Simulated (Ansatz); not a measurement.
# YbSn3: reading a single point

```
Sn Yb
1.0
     4.65575    0.00000    0.00000
     0.00000    9.31149    0.00000
     0.00000    0.00000    4.65575
Sn Yb
6 2
Direct
  0.00000 0.25000 0.50000
  0.00000 0.75000 0.50000
  0.50000 0.00000 0.50000
  0.50000 0.50000 0.50000
  0.50000 0.25000 0.00000
  0.50000 0.75000 0.00000
  0.00000 0.00000 0.00000
  0.00000 0.50000 0.00000
```

Single point in Ansatz 0.2.0 with r2SCAN, collinear spin. Cutoff 500 eV, PAW datasets, 4×2×4 (shifted by 0.5, 0.5, 0.5 steps) k mesh, gaussian filling (width 0.107 eV).

The state carries no moments; the state need not be the lowest.

(1) Is it stable against the elements?

(2) Metal or insulator?

(3) Give the Bader charges.

(4) What do density and ELF say about some of the short contacts?

Origin: a database entry at a rescaled volume. Caveats: the input typed no starting moments; the k mesh is coarse if the cell is a metal; f levels without a U or exact exchange are poorly placed.

Answers

(1) -0.43 eV an atom against the elements' usual phases (free molecules for gases, crystals otherwise, with no correction for O₂ or N₂), so it is bound against them; other compounds may still compete. Relaxing would lower it.

(2) It is a metal, with about 2.4 states/eV a cell as the mean within 0.25 eV of the Fermi level, mostly Sn p (43 %), Yb f (26 %) and Yb d (21 %).

(3) Bader charges in e: Yb +1.31, Sn -0.44. In the mean Yb gives up most and Sn takes most.

(4) Sn–Sn at 3.29 Å: least valence density 0.17 e/Å³ and ELF 0.39 there. Sn–Yb at 3.29 Å: least valence density 0.13 e/Å³ and ELF 0.11 there. Both are smooth PAW fields, read partly inside the augmentation spheres.
